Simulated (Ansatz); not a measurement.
## ²⁵Mg fingerprints of the forms of La₂MgSe₄

Method: Kohn–Sham DFT in Ansatz, PBE, plane waves and PAW, scalar-relativistic, 420 eV cutoff. Q(²⁵Mg) = 199.4 mb, I = 5/2. The cells come from the Materials Project (computed, not necessarily observed phases), with the atoms as given. Spin–orbit coupling is left out, which moves gradients at and beside heavy atoms (La) by some per cent and at some sites by far more.

Question: Rank the structures by their largest ²⁵Mg |C_Q|, smallest first.
A.
La2MgSe4
Space group Fd-3m:1 (No. 227); a = 12.1525 Å.

| site | Wyckoff | site symmetry | x | y | z |
| --- | --- | --- | --- | --- | --- |
| La | 16d | .-3m | 0.3750 | 0.1250 | 0.8750 |
| Mg | 8a | -43m | 0.5000 | 0.5000 | 0.0000 |
| Se | 32e | .3m | 0.8768 | 0.8768 | 0.3768 |
B.
La2MgSe4
Space group Pnma (No. 62); a = 14.8961, b = 8.7456, c = 6.9736 Å.

| site | Wyckoff | site symmetry | x | y | z |
| --- | --- | --- | --- | --- | --- |
| La1 | 4b | -1 | 0.0000 | 0.0000 | 0.5000 |
| La5 | 4c | .m. | 0.7681 | 0.7500 | 0.0007 |
| Mg | 4c | .m. | 0.9073 | 0.2500 | 0.9183 |
| Se13 | 8d | 1 | 0.8319 | 0.0176 | 0.7493 |
| Se21 | 4c | .m. | 0.9336 | 0.7500 | 0.2421 |
| Se25 | 4c | .m. | 0.9068 | 0.2500 | 0.2838 |
C.
La2MgSe4
```cif
data_La2MgSe4
_symmetry_space_group_name_H-M 'I-42d'
_symmetry_Int_Tables_number 122
_cell_length_a 8.8251
_cell_length_b 8.8251
_cell_length_c 9.3688
_cell_angle_alpha 90.000
_cell_angle_beta 90.000
_cell_angle_gamma 90.000
loop_
_atom_site_label
_atom_site_type_symbol
_atom_site_symmetry_multiplicity
_atom_site_Wyckoff_symbol
_atom_site_fract_x
_atom_site_fract_y
_atom_site_fract_z
La La 8 d 0.1327 0.2500 0.6250
Mg Mg 4 a 0.0000 0.0000 0.0000
Se Se 16 e 0.0683 0.1993 0.3070
```

Answer: A (0 MHz), B (2.63 MHz), C (9.23 MHz).
